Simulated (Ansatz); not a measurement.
BAs (zinc blende)

```yaml
crystal:
  lattice:
    - [0.00000, 2.40467, 2.40467]
    - [2.40467, 0.00000, 2.40467]
    - [2.40467, 2.40467, 0.00000]
  atoms:
    - { symbol: As, position: [0.75000, 0.75000, 0.75000] }
    - { symbol: B, position: [0.00000, 0.00000, 0.00000] }
```

Equation-of-state scan: isotropic scaling of the cell above, V₀ being its volume. Symmetry pins the atoms to their sites.

Level of theory: PBE (plane waves to 420 eV, PAW, scalar-relativistic; Ansatz, a program for electronic structure). k mesh 12×12×12 (Γ-centred), Fermi-Dirac smearing 0.05 eV. The energy includes the smearing's −TS. Stress and pressure are positive under compression. BAs was relaxed with its symmetry unable to fall. ΔE is measured from the relaxed starting cell.

| V (Å³/atom) | ΔE (meV/atom) |
|---|---|
| 11.680 | 195.7 |
| 12.236 | 101.9 |
| 12.792 | 42.0 |
| 13.349 | 9.8 |
| 13.905 | 0.0 |
| 14.461 | 8.5 |
| 15.017 | 32.0 |
| 15.573 | withheld |
| 16.130 | 112.8 |

Q: Fit a third-order Birch-Murnaghan form (E₀, V₀, B₀, B₀′ free) to the given rows and predict ΔE at V = 15.573.

A: Least squares on the 8 given rows: ΔE = E₀ + (9V₀B₀/16)·y²·[2 + (B₀′ − 4)y], y = (V₀/V)^(2/3) − 1, with V₀ = 13.905 Å³/atom, B₀ = 130.9 GPa (160.2 GPa = 1 eV/Å³; the term in eV is multiplied by 1000), B₀′ = 4.12, E₀ = 0.06 meV/atom; root-mean-square residual 0.06 meV/atom. At 15.573 the fit gives 67.4 meV/atom; the calculation gives 67.5 meV/atom, so the interpolation is off by -0.1 (-0.1 %). For the pressure the fit gives -11.7 GPa against the computed -11.7 GPa.

(Under strain, the slope of the energy per volume gives the stress and its curvature an elastic modulus.)
